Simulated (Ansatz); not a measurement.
Starting cell, MgS (rock salt):

```
CELL_PARAMETERS angstrom
      0.00000     2.61481     2.61481
      2.61481     0.00000     2.61481
      2.61481     2.61481     0.00000
ATOMIC_POSITIONS crystal
  S  0.00000 0.00000 0.00000
  Mg 0.50000 0.50000 0.50000
```

In this cell atom 2 (Mg, nearest neighbour S at 2.615 Å; its periodic images, 3.7 Å or more away, move with it) is moved by u·(0.707, 0.707, 0.000) + v·(0.000, 0.000, 1.000); the rest is frozen.

The numbers are results of PBE (plane waves to 420 eV, PAW, scalar-relativistic; Ansatz, a quantum-chemistry and plane-wave program), not measurements. k mesh 9×9×9 (Γ-centred), Fermi-Dirac smearing 0.05 eV. E stands for the smeared free energy. MgS was relaxed with its symmetry unable to fall. The PAW data are Ansatz's earlier set.

Changes of ΔE (meV/cell) from the point u = 0.000 Å, v = 0.000 Å when one coordinate moves alone (two changes are said to add if the coupling is within 5 % of the smaller one, nearly so within 20 %):

```json
[
 {"point": "u = 0.000 Å, v = -0.650 Å", "change": "1360.4"},
 {"point": "u = 0.000 Å, v = -0.433 Å", "change": "391.4"},
 {"point": "u = 0.000 Å, v = -0.217 Å", "change": "68.9"},
 {"point": "u = -0.650 Å, v = 0.000 Å", "change": "696.7"},
 {"point": "u = -0.433 Å, v = 0.000 Å", "change": "274.5"},
 {"point": "u = -0.217 Å, v = 0.000 Å", "change": "62.1"},
 {"point": "u = 0.217 Å, v = 0.000 Å", "change": "62.1"},
 {"point": "u = 0.433 Å, v = 0.000 Å", "change": "274.5"},
 {"point": "u = 0.650 Å, v = 0.000 Å", "change": "696.7"},
 {"point": "u = 0.000 Å, v = 0.217 Å", "change": "68.9"},
 {"point": "u = 0.000 Å, v = 0.433 Å", "change": "391.4"},
 {"point": "u = 0.000 Å, v = 0.650 Å", "change": "1360.4"}
]
```

Problem. What is the change at u = 0.217 Å, v = 0.217 Å, where both move, and how far is it from the sum?

Solution. The sum of the single changes is 62.1 + (68.9) = 131.0; the calculation gives 122.3, so the coupling contributes -8.7 (under 20 % of the smaller single change, nearly additive).

Problem. Do the two effects add at u = -0.433 Å, v = 0.433 Å? Give the computed change.

Solution. The sum of the single changes is 274.5 + (391.4) = 665.9; the calculation gives 510.8, so the coupling contributes -155.1 (over 20 % of the smaller single change, not additive).

Problem. Do the two effects add at u = -0.433 Å, v = -0.650 Å? Give the computed change.

Solution. The sum of the single changes is 274.5 + (1360.4) = 1634.9; the calculation gives 1212.0, so the coupling contributes -422.9 (over 20 % of the smaller single change, not additive).

(For displaced atoms, the force is minus the slope of the energy, and its curvature is a force constant, which sets phonon frequencies.)
